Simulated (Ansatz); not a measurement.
Generalised stacking fault of AlN (zinc blende) on the {111} plane, shuffle cut. The cell below holds the perfect crystal with the plane normal along z; tilting its third vector by the shift puts one fault into each cell, between planes 1.91 Å apart, at fixed cell height.

```
CELL_PARAMETERS angstrom
      3.11354     0.00000     0.00000
      1.55677     2.69641     0.00000
      0.00000     0.00000     7.62659
ATOMIC_POSITIONS crystal
  N  0.66667 0.66667 0.87500
  N  0.33333 0.33333 0.20833
  N  0.00000 0.00000 0.54167
  Al 0.00000 0.00000 0.79167
  Al 0.66667 0.66667 0.12500
  Al 0.33333 0.33333 0.45833
```

In-plane vectors a = (3.114, 0.000) Å, b = (1.557, 2.696) Å, area 8.40 Å². The shift is s times the vector a + b (length 5.393 Å), so s = 1 restores the start. Atoms relax along the normal only. γ = [E(shift) − E(0)] / area.

These are PBE (plane waves to 420 eV, PAW, scalar-relativistic; Ansatz, a program for electronic structure) values and carry that method's errors. k mesh 10×10×4 (Γ-centred), Fermi-Dirac smearing 0.05 eV. E is the zero-smearing estimate. Faults lie only 7.6 Å apart, and holding the cell height raises γ above its relaxed value. AlN was relaxed with its symmetry unable to fall. The zero of γ is zero shift.

```json
[
 {"s": "0.000", "γ (mJ/m²)": "0"},
 {"s": "0.083", "γ (mJ/m²)": "452"},
 {"s": "0.167", "γ (mJ/m²)": "1783"},
 {"s": "0.250", "γ (mJ/m²)": "3265"},
 {"s": "0.333", "γ (mJ/m²)": "3846"},
 {"s": "0.417", "γ (mJ/m²)": "3377"},
 {"s": "0.500", "γ (mJ/m²)": "2474"},
 {"s": "0.583", "γ (mJ/m²)": "withheld"},
 {"s": "0.667", "γ (mJ/m²)": "1857"},
 {"s": "0.750", "γ (mJ/m²)": "1685"},
 {"s": "0.833", "γ (mJ/m²)": "1072"},
 {"s": "0.917", "γ (mJ/m²)": "344"}
]
```

Question: Fit a Fourier form (three harmonics of 1 − cos and sin) to the given rows and predict γ at s = 0.583.

Answer: Least squares on the 11 given rows: γ = (1301.7)·[1 − cos(2πs)] + (779.7)·sin(2πs) + (610.2)·[1 − cos(4πs)] + (-372.7)·sin(4πs) + (-66.5)·[1 − cos(6πs)], in mJ/m²; root-mean-square residual 14.8 mJ/m². At 0.583 the fit gives 1955 mJ/m²; the calculation gives 1919 mJ/m², so the interpolation is off by 36 (+1.9 %). 

(The slope of γ gives the shear force per area between the displaced halves; near zero shift its curvature is an elastic stiffness.)
